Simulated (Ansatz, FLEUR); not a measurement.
# Fitting the PBEsol energy curve of In3As

```
In As
1.0
     4.67168    0.00000    0.00000
     0.00000    4.67168    0.00000
     0.00000    0.00000    4.67168
In As
3 1
Direct
  0.50000 0.50000 0.00000
  0.50000 0.00000 0.50000
  0.00000 0.50000 0.50000
  0.00000 0.00000 0.00000
```

The cell comes from a database or a generator and needn't be the stable form of this composition.

The cell was scaled at fixed shape and fractions and run with FLEUR, all-electron, FLAPW; PBEsol, k mesh 6 × 6 × 6 on the cell of 4 atoms, fermi-dirac occupations of 0.05 eV, no spin polarisation, no spin-orbit coupling. Energies are those that the program minimises, any entropy of the smearing included. For a metal such a mesh isn't converged to the digits shown.

| V (Å³/atom) | energy over the lowest row (meV/atom) |
| --- | --- |
| 23.9600 | 0.00 |
| 24.4698 | ? |
| 24.9796 | 4.02 |
| 25.4894 | 10.30 |
| 25.9992 | 19.00 |
| 26.5090 | 29.83 |
| 27.0188 | 42.55 |

Q: Fit the third-order Birch-Murnaghan form, give V0, B0 and B′, and predict the energy left open.

A: With y = (V0/V)^(2/3), E = E0 + (9 V0 B0/16) [(y - 1)³ B′ + (y - 1)² (6 - 4y)]. Least squares through the rows shown give V0 = 24.1403 Å³/atom, E0 = -0.21 meV, B0 = 49.64 GPa (1 eV/Å³ = 160.218 GPa) and B′ = 4.80, with a largest miss of 0.01 meV. At V = 24.4698 the form with these constants gives 0.47 meV; the run gave 0.46 meV an atom. Other set-ups at this level, from all their volumes (Å³/atom, GPa): Ansatz, all-electron LAPW, scalar-relativistic: V0 24.133, B0 49.72.
